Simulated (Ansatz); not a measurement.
Mn₂SiB₂:
```cif
data_B4Mn4Si2
_chemical_formula_sum 'Si2 Mn4 B4'
_space_group_name_H-M_alt 'Cmmm'
_space_group_IT_number 65
_space_group_name_Hall '-C 2 2'
_cell_length_a 2.90748
_cell_length_b 10.60891
_cell_length_c 2.70280
_cell_angle_alpha 90.000
_cell_angle_beta 90.000
_cell_angle_gamma 90.000
loop_
_space_group_symop_operation_xyz
  'x, y, z'
  '-x, -y, -z'
  '-x, -y, z'
  'x, y, -z'
  'x, -y, -z'
  '-x, y, z'
  '-x, y, -z'
  'x, -y, z'
  'x+1/2, y+1/2, z'
  '-x+1/2, -y+1/2, -z'
  '-x+1/2, -y+1/2, z'
  'x+1/2, y+1/2, -z'
  'x+1/2, -y+1/2, -z'
  '-x+1/2, y+1/2, z'
  '-x+1/2, y+1/2, -z'
  'x+1/2, -y+1/2, z'
loop_
_atom_site_label
_atom_site_type_symbol
_atom_site_symmetry_multiplicity
_atom_site_Wyckoff_symbol
_atom_site_fract_x
_atom_site_fract_y
_atom_site_fract_z
_atom_site_occupancy
Si1 Si 2 a 0.00000 0.00000 0.00000 1
Mn1 Mn 4 j 0.50000 0.13337 0.50000 1
B1 B 4 i 0.00000 0.20642 0.00000 1
```
(The calculation used a cell of 5 atoms; values per cell refer to that cell.)

Relaxed with DFT-PBEsol in the program Ansatz with PAW potentials. Indices refer to the conventional cell of Cmmm, a = 2.9075 Å, b = 10.6089 Å, c = 2.7028 Å, α = β = γ = 90.00°.

Simulate the powder diffraction pattern (Cu Kα, λ = 1.54184 Å; lines above 1 %) up to 2θ = 90°.

Simulated powder pattern, Cu Kα, λ = 1.54184 Å (kinematic, ideal powder, no thermal factors, no anomalous dispersion; the 30 strongest lines at most, above 1 %, up to 2θ = 90°):

| 2θ (°) | d (Å) | I/Imax (%) | hkl |
|---|---|---|---|
| 31.92 | 2.804 | 23 | (110) |
| 33.15 | 2.703 | 27 | (001) |
| 33.80 | 2.652 | 31 | (040) |
| 37.34 | 2.408 | 6.2 | (021) |
| 40.15 | 2.246 | 80 | (130) |
| 46.68 | 1.946 | 100 | (111) |
| 48.06 | 1.893 | 83 | (041) |
| 51.70 | 1.768 | 6.5 | (060) |
| 53.01 | 1.727 | 30 | (131) |
| 53.46 | 1.714 | 27 | (150) |
| 64.05 | 1.454 | 18 | (200) |
| 69.56 | 1.351 | 14 | (002) |
| 70.01 | 1.344 | 8.2 | (170) |
| 71.09 | 1.326 | 8.3 | (080) |
| 74.05 | 1.280 | 4.2 | (201) |
| 74.42 | 1.275 | 4.8 | (240) |
| 76.55 | 1.245 | 1.6 | (221) |
| 78.58 | 1.217 | 2.5 | (112) |
| 79.62 | 1.204 | 3.9 | (042) |
| 79.68 | 1.203 | 22 | (171) |
| 80.71 | 1.191 | 4.6 | (081) |
| 83.48 | 1.158 | 16 | (132) |
| 83.92 | 1.153 | 29 | (241) |
| 86.71 | 1.123 | 2.8 | (260) |

The start of the workflow was typed in or built on a structure type; neither database checked (COD, Materials Project) lists it. Whether it is the stable phase at ambient conditions was not checked. The cell was relaxed with PBEsol under the symmetry of its start; its stability against distortions is not shown here. The workflow began spin-polarised and lost its moments.

Potentials: the later of the program's two PAW sets.
